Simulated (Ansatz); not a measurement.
Starting cell, CdTe (zinc blende):

```yaml
crystal:
  lattice:
    - [0.00000, 6.61805, 6.61805]
    - [3.30902, 0.00000, 3.30902]
    - [3.30902, 3.30902, 0.00000]
  atoms:
    - { symbol: Te, position: [0.37500, 0.75000, 0.75000] }
    - { symbol: Te, position: [0.87500, 0.75000, 0.75000] }
    - { symbol: Cd, position: [0.00000, 0.00000, 0.00000] }
    - { symbol: Cd, position: [0.50000, 0.00000, 0.00000] }
```

A phonon eigenvector at L = (0.5, 0.0, 0.0) is frozen into this cell: atom i moves by Q times the vector below, so Q is the largest atomic displacement, in Å. The cell is held. It is one choice among 2 degenerate patterns. (q is in reciprocal vectors of the primitive cell; the cell shown is doubled to hold the pattern.)

| atom | x | y | z |
|---|---|---|---|
| Te1 | -0.285 | 0.520 | -0.805 |
| Te2 | 0.285 | -0.520 | 0.805 |
| Cd3 | -0.281 | 0.512 | -0.793 |
| Cd4 | 0.281 | -0.512 | 0.793 |

The numbers are results of PBE (plane waves to 420 eV, PAW, scalar-relativistic; Ansatz, a program for electronic structure), not measurements. k mesh 9×9×9 (Γ-centred), Fermi-Dirac smearing 0.05 eV. Energies are smeared free energies. CdTe was relaxed with its symmetry unable to fall. Spin-orbit coupling is left out, though Te is heavy. The zero of ΔE is the undisplaced structure.

Question: What ΔE (meV/cell) and −dE/dQ from forces (eV/Å) does the calculation give at Q (Å) = -0.067, -0.050, -0.033, -0.017, 0.050?

Answer: 
| Q (Å) | ΔE (meV/cell) | −dE/dQ from forces (eV/Å) |
|---|---|---|
| -0.067 | 68.2 | 2.066 |
| -0.050 | 38.2 | 1.537 |
| -0.033 | 16.9 | 1.018 |
| -0.017 | 4.2 | 0.507 |
| 0.050 | 38.2 | -1.537 |

(A displaced cell: forces are minus the slopes of the energy, force constants its curvatures, and phonons follow from these.)
